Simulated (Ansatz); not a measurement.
Al3GaN4:
```
CELL_PARAMETERS angstrom
      3.12493     0.00000     0.00000
     -1.56247     2.70627     0.00000
      0.00000     0.00000    10.07324
ATOMIC_POSITIONS crystal
  Ga 0.33333 0.66667 0.00559
  N  0.33333 0.66667 0.20072
  Al 0.66667 0.33333 0.25808
  N  0.66667 0.33333 0.44644
  Al 0.33333 0.66667 0.50485
  N  0.33333 0.66667 0.69311
  Al 0.66667 0.33333 0.75126
  N  0.66667 0.33333 0.93949
```

Relaxed with r²SCAN. Special points in fractions of this cell's reciprocal vectors: Γ (0.000, 0.000, 0.000); M (0.500, 0.000, 0.000); K (0.333, 0.333, 0.000); A (0.000, 0.000, 0.500); L (0.500, 0.000, 0.500); H (0.333, 0.333, 0.500).

**Question.** List the band energies nearest the valence-band maximum at these points for plane-wave PAW r²SCAN (Ansatz code).

**Answer.** In eV from the valence-band maximum; about four levels below and three above (degenerate sets whole), none deeper than 8.9 eV; points with the same levels are listed once.

```
k                        below           above
-  ---------------------------  --------------
Γ  -0.73 -0.73 -0.20 0.00 0.00  3.90 6.05 6.62
M      -1.85 -1.74 -1.58 -0.94  5.36 5.64 6.05
K      -2.75 -2.72 -1.23 -1.12  5.46 7.59 7.72
A      -0.67 -0.67 -0.01 -0.01  4.60 5.32 6.62
L      -1.63 -1.45 -1.29 -1.14  5.06 5.51 6.19
H      -1.96 -1.92 -1.84 -1.77  6.18 6.42 8.01
```

Space group P3m1. The start of the workflow was typed in or built on a structure type; neither database checked (COD, Materials Project) lists it. Its standing as an ambient phase is unchecked. The r²SCAN relaxation kept the symmetry of its start; its stability against distortions is not shown here. Spin–orbit coupling is left out wherever it is not named.

Potentials: the earlier of the program's two PAW sets.
